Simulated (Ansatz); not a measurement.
Antifluorite Sr2C, relaxed with r2SCAN. The symmetry is Fm-3m (No. 225, cubic); conventional cell a = 6.720 Å, 25.29 Å³ an atom. Around C lie 8 Sr at 2.91 Å; around Sr lie 4 C at 2.91 Å.

```
C Sr
1.0
     0.00000    3.36014    3.36014
     3.36014    0.00000    3.36014
     3.36014    3.36014    0.00000
C Sr
1 2
Direct
  0.00000 0.00000 0.00000
  0.25000 0.25000 0.25000
  0.75000 0.75000 0.75000
```

The questions ask for values computed with Ansatz on this geometry. All values are calculated for a non-magnetic cell, which may be hypothetical.

Given (6×6×6 mesh): With PBE the bands overlap by 0.11 eV (counted from 1, band 12 peaks at X and band 13 bottoms out at Γ): no gap.

**Question.** How does the gap change from PBE to LDA (6×6×6)?

**Answer.** With LDA the bands overlap by 0.12 eV (counted from 1, band 12 peaks at X and band 13 bottoms out at Γ): no gap.

**Question.** How does the gap change from PBE to r2SCAN (6×6×6)?

**Answer.** The r2SCAN gap is direct at X: 0.07 eV. (This is within a few times the smearing of 0.02 eV, so the filling near the edges can be smeared.)

**Question.** What does HSE06 give for the gap (4×4×4 mesh)?

**Answer.** With HSE06 the valence top lies at X and the conduction bottom at Γ, 0.35 eV higher; the smallest vertical gap, at X, is 0.40 eV.

**Question.** What does HSE06+SOC give for the gap (4×4×4 mesh)?

**Answer.** HSE06+SOC gives an indirect gap of 0.32 eV, from X to Γ; the least direct gap is 0.37 eV at X. Spin-orbit coupling itself accounts for -0.03 eV.

Only the levels marked +SOC include spin-orbit coupling.

Where bands overlap the cell is a metal at that level, and these k meshes limit energies, forces and stress. Overlaps of a few tenths of an eV in semilocal functionals can be an artefact that a hybrid or GW lifts.

The meshes of the hybrids are coarse, so their gaps aren't converged to the digits shown.

Gaps under 0.1 eV (r2SCAN) can't be told from a closed one: the bands may be in normal order or already inverted, which a gap's size doesn't show.
